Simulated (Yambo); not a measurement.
Material: RbCl (rock salt, space group Fm-3m, No. 225); a = b = c = 4.625 Å, α = β = γ = 60.00° (2 atoms in the cell). Cell and atoms were relaxed with PBEsol from Materials Project entry mp-23295, within its symmetry.

With PBEsol (Quantum ESPRESSO, PseudoDojo norm-conserving, 58 Ry, with spin-orbit coupling), the gap between the mesh's edge points (Γ → Γ) is 4.854 eV.

### Question
By how much does one-shot G0W0 (Yambo; 4×4×4 Γ-centred k mesh, 196 bands and a 7 Ry block in the screening, 196 bands in G with the Bruneval-Gonze terminator, plasmon pole fitted at 27.2 eV) open this gap, and what gap results?

### Answer
The correction is 2.956 eV, giving 7.811 eV, 1.6 times the PBEsol value.  Nearest settings tried, and what they do to the gap: 124 bands in W, 124 bands in G: -46 meV; 6 Ry block (137 vectors against 181): -46 meV. Not varied: mesh. So the settings aren't converged at that level.
